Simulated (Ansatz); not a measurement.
Geometry optimisation in Ansatz: input, command and trajectory.

```yaml
crystal:
  lattice:
    - [-4.88736507, 4.88736507, -1.62912169]
    - [-4.88736507, -1.62912169, 4.88736507]
    - [1.62912169, 4.88736507, 4.88736507]
  atoms:
    - { symbol: Al, position: [0.0021949427, 0.0007569178, 0.9998178815] }
    - { symbol: Al, position: [0.1011900028, 0.605319861, 0.1027674758] }
    - { symbol: Al, position: [0.2021742282, 0.201381076, 0.1998894872] }
    - { symbol: Al, position: [0.7010817476, 0.6998910536, 0.2029954219] }
    - { symbol: Al, position: [0.7964260461, 0.2990184142, 0.3003577728] }
    - { symbol: Al, position: [0.3980198064, 0.3963934455, 0.3986991027] }
    - { symbol: Al, position: [0.0024051099, 0.505164114, 0.4967772673] }
    - { symbol: Al, position: [0.8968445833, 0.9013247546, 0.3982580908] }
    - { symbol: Al, position: [0.7016796897, 0.1998592177, 0.6995756819] }
    - { symbol: Al, position: [0.2085530351, 0.6947768091, 0.6974949337] }
    - { symbol: Al, position: [0.2947039485, 0.2993180951, 0.797853545] }
    - { symbol: Al, position: [0.9064852591, 0.3978980506, 0.8954816876] }
    - { symbol: Al, position: [0.3972732263, 0.8993787281, 0.9037340365] }
    - { symbol: Si, position: [0.6015932527, 0.1068250011, 0.1001757813] }
    - { symbol: Si, position: [0.5023102509, 0.9970026912, 0.5042739039] }
    - { symbol: Si, position: [0.0984508881, 0.097766012, 0.598869268] }
    - { symbol: Si, position: [0.5998273235, 0.6031629904, 0.5950312811] }
    - { symbol: Ca, position: [0.5041619398, 0.5026078959, 0.0028820092] }
    - { symbol: Cu, position: [0.2979362774, 0.8036429301, 0.2998658716] }
    - { symbol: Zn, position: [0.7980289206, 0.7984192812, 0.7968021374] }
  symmetry: { detect: false }
basis:
  ecutwfc: 420
kpoints:
  mp_grid: { grid: [2, 2, 2], shift: [0.5, 0.5, 0.5] }
hamiltonian:
  xc: pbe
scf:
  occupations: { method: gaussian, width: 0.1 }
  lower_state_search: "off"
output:
  forces: true
  stress: true
  eigenvalues: true
relax:
  adjacent_minimum: "off"
  f_tol: 0.04
  max_steps: 50
  cell: { stress_tol: 0.3 }
```

```bash
ansatz run input.yaml --threads 4 --pin off --max-ram 9216MiB --backend cpu --events-out ev --progress --plain --runs-dir out
```

The calculation used DFT PBE, scalar-relativistic, plane waves, PAW in Ansatz 0.2.0.

Of 17 frames 10 are shown, positions in Å and forces in eV/Å; the SCF threshold varies from step to step. Steps run on the plane waves of an earlier cell, with a Pulay correction in the pressure. The basis is chosen afresh for the last frame, the zero of the energies, and at times for earlier ones too; energy and pressure can step there, also at an unchanged geometry. Here that happened at step 15 (-4 meV/atom, 0.3 GPa); frames between the last choice of the basis and such a step carry an error that grows, as the cell changes, to that size.

```xyz
20
Lattice="-4.8874 4.8874 -1.6291 -4.8874 -1.6291 4.8874 1.6291 4.8874 4.8874" Properties=species:S:1:pos:R:3:forces:R:3 pbc="T T T" step=1 free_energy_over_end_meV_per_atom=174.46 pressure_GPa=-1.45
Al    1.6144    4.8960    4.8866   -0.0190   -0.3644    0.0540
Al   -3.2856    0.0107    3.2958    0.2414   -0.2401    0.4601
Al   -1.6467    1.6370    1.6318    0.3583    0.3715   -0.2068
Al   -6.5164    3.2783    3.2706   -0.2728   -0.0098    0.8188
Al   -4.8645    4.8732    1.6319    0.0756   -0.0095   -0.0404
Al   -3.2331    3.2481    3.2375    0.3272    0.7077    0.5439
Al   -1.6714    1.6167    4.8929    0.3149    0.1633    0.0112
Al   -8.1395    4.8613    4.8905   -0.1376    0.1773    0.3841
Al   -3.2665    6.5229    3.2527    0.1209   -0.0258   -0.2848
Al   -3.2786    3.2963    6.4648   -0.3810   -0.3983   -0.0430
Al   -1.6034    4.8521    4.8822    0.4128   -0.3350   -0.7557
Al   -4.9161    8.1586    4.8444   -0.4161    0.3156   -0.2132
Al   -4.8649    4.8933    8.1653   -0.7700   -0.1650    0.4652
Si   -3.2991    3.2558    0.0316    0.6378    0.6590   -0.2302
Si   -6.5062    3.2953    6.5190    0.0450   -0.1834   -0.0105
Si    0.0166    3.2488    3.2443   -0.1919    0.1389   -0.1164
Si   -4.9101    4.8571    4.8788   -0.5165   -0.3989   -0.0010
Ca   -4.9158    1.6593    1.6492    0.1075   -0.3027   -0.8998
Cu   -4.8953    1.6124    4.9079    0.0199   -0.0085   -0.0043
Zn   -6.5043    6.4938    6.4963    0.0438   -0.0918    0.0689
20
Lattice="-4.7255 4.8317 -1.7152 -4.7083 -1.6339 5.0243 1.5804 4.7873 4.9971" Properties=species:S:1:pos:R:3:forces:R:3 pbc="T T T" step=3 free_energy_over_end_meV_per_atom=105.53 pressure_GPa=0.99
Al    1.5502    4.6951    5.0019    0.0505   -0.1483   -0.0608
Al   -3.0883   -0.0687    3.5239   -0.0694    0.0372    0.0304
Al   -1.4878    1.7121    1.5763   -0.0593   -0.1631    0.0415
Al   -6.2826    3.1395    3.5479    0.1973   -0.0286   -0.5330
Al   -4.7259    4.7427    1.6451   -0.1461   -0.0422    0.0696
Al   -3.1374    3.2806    3.3884   -0.5422   -0.2373    0.0026
Al   -1.5099    1.6030    5.0217    0.1072   -0.0118   -0.0142
Al   -7.8939    4.8299    5.1322    0.0536   -0.0350   -0.1237
Al   -3.1386    6.4411    3.1824   -0.0465    0.0186   -0.0621
Al   -3.2774    3.1440    6.6055    0.1494    0.0856   -0.0128
Al   -1.4280    4.6437    4.7107    0.1954   -0.0981    0.2231
Al   -4.8749    8.1310    4.8779   -0.1908    0.2309    0.0878
Al   -4.8177    4.8223    8.4274    0.1008    0.4562   -0.0421
Si   -2.9708    3.4714    0.0729   -0.0477   -0.0860    0.5446
Si   -6.2517    3.1332    6.7007    0.0548   -0.0803   -0.0025
Si   -0.0268    3.2136    3.1696   -0.1220    0.0283   -0.2896
Si   -4.9773    4.5973    5.0810   -0.0584    0.0856    0.4057
Ca   -4.6747    1.5674    1.4439   -0.0359   -0.0466   -0.0002
Cu   -4.6536    1.5255    4.9984    0.2891   -0.1371   -0.2290
Zn   -6.2554    6.3932    6.6569    0.1203    0.1719   -0.0352
20
Lattice="-4.5324 4.5295 -1.8460 -4.6120 -1.6143 5.4633 1.6309 4.6326 5.4868" Properties=species:S:1:pos:R:3:forces:R:3 pbc="T T T" step=5 free_energy_over_end_meV_per_atom=52.46 pressure_GPa=0.30
Al    1.6152    4.4183    5.4564    0.0777    0.1565   -0.0149
Al   -3.0087   -0.0669    3.8915    0.1825   -0.1993    0.0006
Al   -1.3845    1.6099    1.6452    0.0200    0.0063    0.0873
Al   -6.0253    2.9304    3.8280   -0.1293    0.0934   -0.0785
Al   -4.6217    4.4836    1.8039    0.0103    0.3467    0.0452
Al   -3.1978    3.0834    3.7743    0.1682   -0.0322    0.0373
Al   -1.3342    1.5401    5.5064   -0.0694   -0.0597   -0.0221
Al   -7.5726    4.4821    5.5730   -0.2190    0.1035   -0.2484
Al   -2.9600    6.1075    3.4276    0.0754   -0.1796    0.1546
Al   -3.0952    2.9394    7.2643   -0.0445   -0.1556    0.0524
Al   -1.2436    4.3698    5.0563    0.0606    0.0506    0.0913
Al   -4.7321    7.8740    5.4041   -0.1718    0.1555   -0.1553
Al   -4.5769    4.7650    9.2937    0.0318   -0.2132    0.0959
Si   -2.7795    3.3622    0.2741   -0.2424    0.1917   -0.3133
Si   -6.0557    2.8645    7.3835    0.0136    0.0111    0.2158
Si   -0.0096    3.0568    3.3077    0.2190   -0.3563    0.2507
Si   -4.8763    4.2125    5.7854    0.0428    0.2045   -0.2084
Ca   -4.5245    1.4004    1.5012   -0.0018   -0.1688   -0.1569
Cu   -4.3742    1.3873    5.4260    0.0080   -0.0069    0.0189
Zn   -5.9561    6.1238    7.2716   -0.0312    0.0522    0.1478
20
Lattice="-4.3352 4.3414 -1.9494 -4.5285 -1.6913 5.6959 1.7023 4.5544 5.7155" Properties=species:S:1:pos:R:3:forces:R:3 pbc="T T T" step=6 free_energy_over_end_meV_per_atom=30.53 pressure_GPa=0.33
Al    1.6930    4.3677    5.6943    0.1376    0.2378    0.0825
Al   -2.8975   -0.1725    4.0674    0.0441   -0.0974   -0.1171
Al   -1.3018    1.5736    1.7121   -0.0665    0.0400   -0.0445
Al   -5.8103    2.7287    3.9629   -0.0403    0.0602   -0.0357
Al   -4.4183    4.3507    1.8673    0.0620    0.1987    0.0745
Al   -3.0564    2.9098    3.9375    0.1457   -0.1081   -0.0877
Al   -1.2664    1.4577    5.7537   -0.2235   -0.1676    0.1314
Al   -7.3099    4.2252    5.7291   -0.0184    0.0945   -0.4551
Al   -2.7406    5.8934    3.5931   -0.0232   -0.0450    0.3043
Al   -2.9866    2.7463    7.5854   -0.0276   -0.0671   -0.0090
Al   -1.0878    4.2190    5.2269   -0.0423    0.1352    0.1913
Al   -4.4924    7.6398    5.5806   -0.0577    0.0857   -0.2138
Al   -4.3267    4.5357    9.6946    0.1639   -0.1392   -0.0352
Si   -2.6601    3.2893    0.2581   -0.2159    0.0819   -0.3029
Si   -5.8397    2.6520    7.7039    0.1162   -0.0889   -0.0856
Si    0.0818    2.9230    3.4490    0.2878   -0.3637    0.4670
Si   -4.6955    4.0061    6.0142    0.0198    0.1800   -0.2015
Ca   -4.3794    1.2536    1.5141   -0.0245   -0.0382    0.0552
Cu   -4.2113    1.2373    5.6244   -0.1094    0.0379    0.2097
Zn   -5.6816    5.8623    7.5876   -0.1277   -0.0369    0.0717
20
Lattice="-4.2243 4.2468 -1.9251 -4.5531 -1.7519 5.7529 1.7294 4.5532 5.7304" Properties=species:S:1:pos:R:3:forces:R:3 pbc="T T T" step=8 free_energy_over_end_meV_per_atom=13.08 pressure_GPa=0.27
Al    1.7612    4.5034    5.7436   -0.0059    0.0711   -0.0098
Al   -2.9025   -0.2548    4.0528   -0.0132   -0.0269    0.0056
Al   -1.3020    1.6399    1.7730   -0.0462    0.0182    0.0125
Al   -5.7098    2.5967    3.9438   -0.0212   -0.0512   -0.0315
Al   -4.2583    4.3291    1.9690   -0.0606   -0.0940    0.0150
Al   -2.9283    2.7556    3.9270   -0.0367   -0.0566   -0.0097
Al   -1.3639    1.3952    5.8550   -0.0922    0.0062   -0.0107
Al   -7.2584    4.0986    5.5974    0.0364   -0.0024   -0.0350
Al   -2.6895    5.8287    3.9202   -0.0921    0.0746    0.0667
Al   -3.0165    2.6594    7.6705    0.0708    0.0803   -0.0183
Al   -1.0253    4.1955    5.2231    0.0026   -0.0480    0.0568
Al   -4.3787    7.5991    5.5763    0.0634   -0.0477    0.0480
Al   -4.2218    4.3841    9.7228    0.0859    0.1112   -0.0262
Si   -2.6500    3.2798    0.1826    0.0211   -0.1930   -0.0833
Si   -5.7042    2.5416    7.7495   -0.0449   -0.1952   -0.0267
Si    0.3469    2.7679    3.6785   -0.1963    0.1308   -0.0068
Si   -4.6663    3.9514    5.9589    0.2059    0.0001    0.0069
Ca   -4.4011    1.1813    1.5240    0.1148    0.0614    0.0389
Cu   -4.2633    1.1827    5.6760   -0.1016    0.0677    0.0511
Zn   -5.7324    5.5915    7.7499    0.1097    0.0936   -0.0436
20
Lattice="-4.1274 4.1551 -1.8744 -4.5980 -1.8062 5.7716 1.7986 4.6282 5.7742" Properties=species:S:1:pos:R:3:forces:R:3 pbc="T T T" step=10 free_energy_over_end_meV_per_atom=7.81 pressure_GPa=0.00
Al    1.8392    4.6362    5.7668    0.0018   -0.0684   -0.0414
Al   -2.9225   -0.2859    4.0890   -0.0479    0.0712    0.0004
Al   -1.2844    1.6043    1.8074    0.0559   -0.1381    0.0080
Al   -5.6474    2.5000    4.0081    0.0083    0.0489    0.0437
Al   -4.1952    4.2156    2.0512    0.0472    0.0771    0.0145
Al   -2.8845    2.6817    3.9864    0.1093    0.0182    0.0292
Al   -1.4096    1.3797    5.8942    0.0807    0.0070   -0.0700
Al   -7.1437    3.9803    5.6921    0.0083   -0.0395    0.1796
Al   -2.6558    5.9019    4.0614    0.0078   -0.0143   -0.0470
Al   -2.9575    2.6821    7.7367    0.0776   -0.0749    0.0792
Al   -0.9717    4.2272    5.2983   -0.0075    0.0066   -0.0934
Al   -4.1981    7.5256    5.7002   -0.0344    0.0534   -0.0203
Al   -4.1178    4.3936    9.7789   -0.0989   -0.1255    0.0044
Si   -2.6231    3.1521    0.1289   -0.0020    0.0425   -0.0285
Si   -5.6940    2.4168    7.7106   -0.0421    0.2516   -0.0746
Si    0.3126    2.8350    3.6849    0.0582    0.0213   -0.0753
Si   -4.5113    3.9110    5.9980   -0.1012   -0.0663   -0.0507
Ca   -4.3172    1.1058    1.6077   -0.0541   -0.0950    0.0098
Cu   -4.2802    1.1471    5.7629   -0.0681    0.0572    0.0978
Zn   -5.5853    5.5968    7.8121    0.0009   -0.0331    0.0354
20
Lattice="-4.1020 4.1230 -1.8772 -4.5696 -1.7727 5.8390 1.7727 4.6010 5.8495" Properties=species:S:1:pos:R:3:forces:R:3 pbc="T T T" step=12 free_energy_over_end_meV_per_atom=5.27 pressure_GPa=0.04
Al    1.8152    4.6157    5.8456    0.0021    0.0067    0.0110
Al   -2.9266   -0.2464    4.1418    0.0214    0.0124    0.0170
Al   -1.2662    1.5751    1.8607   -0.0127    0.0321   -0.0032
Al   -5.6278    2.4845    4.0707    0.0246    0.0292   -0.0035
Al   -4.1110    4.2276    2.0913    0.0010    0.0020    0.0271
Al   -2.8475    2.6357    4.0335    0.0064   -0.0170   -0.0110
Al   -1.3995    1.3593    5.9511    0.0047   -0.0042    0.0086
Al   -7.1031    3.9562    5.8204   -0.0028    0.0192   -0.0219
Al   -2.6774    5.8968    4.1458   -0.0196   -0.0048   -0.0160
Al   -2.8903    2.6698    7.8249   -0.0100   -0.0144   -0.0344
Al   -1.0184    4.1944    5.3870   -0.0496   -0.0320    0.0522
Al   -4.1908    7.5050    5.7937   -0.0195    0.0368    0.0064
Al   -4.1284    4.3152    9.8776    0.0307   -0.0178   -0.0218
Si   -2.5982    3.0903    0.1140    0.0404    0.0227   -0.0027
Si   -5.6812    2.4829    7.7686   -0.0154    0.0027   -0.0180
Si    0.3150    2.9073    3.7128    0.0184   -0.0337   -0.0300
Si   -4.4704    3.8840    6.0421    0.0228   -0.0342    0.0134
Ca   -4.3115    1.1089    1.6535   -0.0020    0.0080   -0.0094
Cu   -4.3094    1.1567    5.8923   -0.0244    0.0070    0.0444
Zn   -5.5657    5.5610    7.9508   -0.0165   -0.0208   -0.0080
20
Lattice="-4.1144 4.1338 -1.8788 -4.5817 -1.7729 5.8536 1.7527 4.5806 5.8331" Properties=species:S:1:pos:R:3:forces:R:3 pbc="T T T" step=13 free_energy_over_end_meV_per_atom=5.10 pressure_GPa=0.01
Al    1.7922    4.5958    5.8329   -0.0117    0.0029    0.0045
Al   -2.9396   -0.2434    4.1580   -0.0080   -0.0202   -0.0156
Al   -1.2759    1.5827    1.8612   -0.0019    0.0134   -0.0048
Al   -5.6452    2.4862    4.0714   -0.0152   -0.0151   -0.0143
Al   -4.1180    4.2364    2.0926   -0.0204   -0.0034   -0.0230
Al   -2.8650    2.6139    4.0304   -0.0064   -0.0234   -0.0110
Al   -1.4078    1.3439    5.9547    0.0041    0.0082    0.0037
Al   -7.1316    3.9606    5.8205   -0.0150   -0.0091   -0.0372
Al   -2.7132    5.8898    4.1408    0.0115    0.0324    0.0206
Al   -2.9072    2.6516    7.8140    0.0078    0.0441   -0.0055
Al   -1.0560    4.1714    5.3797    0.0005    0.0036    0.0209
Al   -4.2327    7.5183    5.7874    0.0254    0.0088    0.0029
Al   -4.1596    4.2808    9.8620    0.0163    0.0067    0.0034
Si   -2.5940    3.0986    0.1057    0.0146   -0.0203    0.0006
Si   -5.7070    2.4943    7.7762   -0.0151   -0.0412    0.0024
Si    0.3133    2.9059    3.6999   -0.0146   -0.0043    0.0233
Si   -4.4961    3.8682    6.0421    0.0372   -0.0051    0.0246
Ca   -4.3300    1.1215    1.6526    0.0118    0.0112   -0.0152
Cu   -4.3427    1.1547    5.9104   -0.0277   -0.0024    0.0127
Zn   -5.6104    5.5410    7.9535    0.0059    0.0131    0.0075
20
Lattice="-4.1027 4.1237 -1.8772 -4.5778 -1.7740 5.8586 1.7596 4.5877 5.8475" Properties=species:S:1:pos:R:3:forces:R:3 pbc="T T T" step=15 free_energy_over_end_meV_per_atom=0.55 pressure_GPa=0.31
Al    1.7990    4.6062    5.8476   -0.0087    0.0035    0.0107
Al   -2.9386   -0.2429    4.1645   -0.0076   -0.0143   -0.0084
Al   -1.2721    1.5814    1.8673    0.0086    0.0140   -0.0005
Al   -5.6317    2.4799    4.0768    0.0041   -0.0161   -0.0030
Al   -4.1052    4.2301    2.0998   -0.0016    0.0036   -0.0146
Al   -2.8538    2.6046    4.0373   -0.0066   -0.0089   -0.0120
Al   -1.4019    1.3449    5.9654    0.0046    0.0030    0.0127
Al   -7.1139    3.9522    5.8301   -0.0114    0.0084   -0.0215
Al   -2.6996    5.8990    4.1591    0.0094    0.0140    0.0074
Al   -2.8932    2.6565    7.8286    0.0025    0.0106   -0.0001
Al   -1.0512    4.1709    5.3952    0.0003   -0.0051    0.0119
Al   -4.2091    7.5202    5.8068    0.0084    0.0165   -0.0111
Al   -4.1428    4.2790    9.8787    0.0047    0.0051   -0.0082
Si   -2.5834    3.0892    0.1026    0.0153   -0.0092    0.0012
Si   -5.7002    2.4889    7.7834   -0.0051   -0.0114    0.0085
Si    0.3138    2.9098    3.7070    0.0021   -0.0038    0.0084
Si   -4.4760    3.8604    6.0526    0.0104   -0.0097    0.0102
Ca   -4.3201    1.1162    1.6552   -0.0025    0.0071   -0.0041
Cu   -4.3422    1.1554    5.9254   -0.0181   -0.0058    0.0084
Zn   -5.5906    5.5394    7.9705   -0.0088   -0.0015    0.0041
20
Lattice="-4.0848 4.1117 -1.8852 -4.5669 -1.7678 5.9103 1.7538 4.5863 5.9028" Properties=species:S:1:pos:R:3:forces:R:3 pbc="T T T" step=17 free_energy_over_end_meV_per_atom=0.00 pressure_GPa=0.08
Al    1.7906    4.6154    5.9103   -0.0142    0.0154    0.0212
Al   -2.9367   -0.2427    4.2053   -0.0072   -0.0220   -0.0116
Al   -1.2638    1.5875    1.8958   -0.0023    0.0162    0.0127
Al   -5.6121    2.4694    4.1166    0.0390   -0.0347    0.0148
Al   -4.0718    4.2340    2.1261    0.0128    0.0083   -0.0096
Al   -2.8398    2.5745    4.0711   -0.0193    0.0089    0.0032
Al   -1.3955    1.3365    6.0235   -0.0063    0.0052    0.0200
Al   -7.0910    3.9475    5.8863    0.0066    0.0127   -0.0203
Al   -2.6934    5.9137    4.2205    0.0050    0.0051    0.0089
Al   -2.8698    2.6557    7.8955    0.0027    0.0140   -0.0002
Al   -1.0669    4.1543    5.4549   -0.0101    0.0067   -0.0047
Al   -4.1905    7.5380    5.8691    0.0056    0.0087   -0.0261
Al   -4.1301    4.2562    9.9573    0.0048    0.0077    0.0003
Si   -2.5561    3.0745    0.0972    0.0059   -0.0167   -0.0092
Si   -5.6910    2.4977    7.8477    0.0001    0.0025    0.0066
Si    0.3165    2.9262    3.7374    0.0029   -0.0098    0.0192
Si   -4.4515    3.8392    6.1084    0.0115   -0.0110   -0.0178
Ca   -4.3120    1.1223    1.6718   -0.0155    0.0035    0.0090
Cu   -4.3531    1.1529    5.9954   -0.0017   -0.0095   -0.0148
Zn   -5.5822    5.5275    8.0614   -0.0203   -0.0110   -0.0018
```

Time: 36 s on 4 threads of Intel(R) Xeon(R) 6975P-C (Granite Rapids) (shared host), peak memory 0.9 GiB.

The k mesh is coarse.